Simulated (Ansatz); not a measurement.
# PbS as a free-standing sheet: computed properties

PbS:
```
CELL_PARAMETERS angstrom
      4.21584     0.00000     0.00000
      0.00000     4.21584     0.00000
      0.00000     0.00000    32.00000
ATOMIC_POSITIONS crystal
  Pb 0.50000 0.00000 0.45503
  S  0.00000 0.50000 0.46193
  Pb 0.00000 0.50000 0.54497
  S  0.50000 0.00000 0.53807
```
Free-standing layer in the xy plane with vacuum along z and no interaction between images.

Method: the program Ansatz at the r²SCAN+D4 level (PAW). Lattice and atoms are relaxed at this level; other levels are named.

### Structure

| Quantity | Result |
|---|---|
| In-plane lattice | a = 4.216 Å |
| Distance between the outermost nuclei | 2.88 Å |

### Electronic structure

| Item | Result |
|---|---|
| Band gap | 2.13 eV (nearly direct: the direct gap is 2.13 eV) |
| Valence-band maximum | on the Γ–X line, 81 % of the way from Γ |
| Conduction-band minimum | on the Γ–X line, 84 % of the way from Γ |
| Ionisation potential (Kohn–Sham) | 4.63 eV |
| Electron affinity (Kohn–Sham) | 2.50 eV |
| Electron effective mass, in the valley on the Γ–X line, 84 % of the way from Γ | 0.16 along x, 0.19 along y (mₑ) |
| Hole effective mass, in the valley on the Γ–X line, 81 % of the way from Γ | 0.15 along x, 0.27 along y (mₑ) |
| Electron effective mass with spin–orbit coupling, in the valley on the Γ–X line, 82 % of the way from Γ | 0.14 along x, 0.22 along y (mₑ) |
| Hole effective mass with spin–orbit coupling, in the valley on the Γ–X line, 81 % of the way from Γ | 0.15 along x, 0.25 along y (mₑ) |
| Gap with spin–orbit coupling | 1.66 eV |
| HSE06 gap on the r²SCAN+D4 cell | 2.39 eV |
| HSE06 gap with spin–orbit coupling on the r²SCAN+D4 cell | 1.94 eV |
| HSE06 ionisation potential | 4.82 eV |

### Charges

| Quantity | Result |
|---|---|
| Bader charges | Pb +1.03, S -1.03 e |

Space group P4/nmm (square). The layer was cut from a bulk entry of the Materials Project (measured or hypothetical); whether that bulk phase is the ambient one, and whether the layer has been isolated, was not checked. Symmetry was held in the r²SCAN+D4 relaxation; whether a distortion lowers the energy is not shown. Scalar-relativistic: spin–orbit coupling is off unless named, which matters more the heavier the elements.

Potentials: the later of the program's two PAW sets.
